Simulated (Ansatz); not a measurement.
KCl:
```xyz
2
Lattice="0.0000 3.1465 3.1465 3.1465 0.0000 3.1465 3.1465 3.1465 0.0000" Properties=species:S:1:pos:R:3 pbc="T T T"
K      0.0000     0.0000     0.0000
Cl     3.1465     3.1465     3.1465
```

Relaxed with r²SCAN. Special points in fractions of this cell's reciprocal vectors: Γ (0.000, 0.000, 0.000); X (0.500, 0.000, 0.500); U (0.625, 0.250, 0.625); K (0.375, 0.375, 0.750); L (0.500, 0.500, 0.500); W (0.500, 0.250, 0.750).

Task: List the band energies nearest the valence-band maximum at these points for the program Ansatz at the r²SCAN level (PAW).

Result: In eV from the valence-band maximum; about four levels below and three above (degenerate sets whole), none deeper than 8.9 eV; points with the same levels are listed once.

| k | below | above |
|---|---|---|
| Γ | 0.00 0.00 0.00 | 5.83 9.01 9.01 9.01 |
| X | -0.67 -0.23 -0.23 | 7.02 9.19 10.69 |
| U | -0.57 -0.55 -0.29 | 7.79 9.65 10.18 |
| L | -1.05 -0.32 -0.32 | 8.11 9.24 11.30 11.30 |
| W | -0.48 -0.48 -0.48 | 8.58 8.58 10.34 |

Space group Fm-3m (rock salt). Symmetry was held in the r²SCAN relaxation; phonons on a q-mesh show no instability.

Potentials: the later of the program's two PAW sets.
